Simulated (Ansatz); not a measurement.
Ge, ST12: geometry optimisation

Theory: DFT, r2SCAN, plane waves (500 eV) with PAW, scalar-relativistic in Ansatz. (PAW data from PBE, frozen cores regenerated.)

k-point mesh 3×3×3, Fermi-Dirac smearing 0.05 eV, no spin polarisation. Cell and atoms relax.

Starting structure:

```xyz
12
Lattice="5.9300 0.0000 0.0000 0.0000 5.9300 0.0000 0.0000 0.0000 6.9800" Properties=species:S:1:pos:R:3 pbc="T T T"
Ge    0.5408    0.5408    0.0000
Ge    2.4242    3.5058    5.2350
Ge    5.3892    5.3892    3.4900
Ge    3.5058    2.4242    1.7450
Ge    1.0259    2.2439    1.7352
Ge    0.7211    3.9909    6.9702
Ge    4.9041    3.6861    5.2252
Ge    5.2089    1.9391    3.4802
Ge    3.9909    0.7211    0.0098
Ge    3.6861    4.9041    1.7548
Ge    1.9391    5.2089    3.4998
Ge    2.2439    1.0259    5.2448
```

Problem. What cell does the relaxation end in?

Solution. P4_32_12 with a = 5.936 Å, c = 7.094 Å (c/a = 1.195); 20.83 Å³ per atom against 20.45 at the start (1.9 %).

Problem. How much energy does the relaxation gain?

Solution. 4.8 meV per atom.
